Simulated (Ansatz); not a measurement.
GaSb (CsCl type, Pm-3m) under volume change, the program Ansatz at the PBEsol level (PAW), scaled uniformly.

```
V (Å³/atom)  E − E(relaxed) (meV/atom)  P (GPa)
-----------  -------------------------  -------
20.125                            43.2     7.61
20.788                            18.0     4.63
21.452                             4.2     2.10
22.115                             0.0     0.00
22.778                             3.6    -1.65
23.442                            13.2    -2.94
24.105                            27.8    -4.08
```

What does a third-order Birch–Murnaghan fit give for V₀, B₀ and B′?

V₀ = 22.13 Å³/atom, B₀ = 61.1 GPa, B′ = 5.8.

The cell is a constructed one: a structure type filled with these elements; neither database checked (COD, Materials Project) lists it. It is not the phase usual at ambient conditions (space group No. 216). Symmetry was held in the PBEsol relaxation. At this level the phase is mechanically unstable. Spin–orbit coupling is left out wherever it is not named.

Potentials: the earlier of the program's two PAW sets.
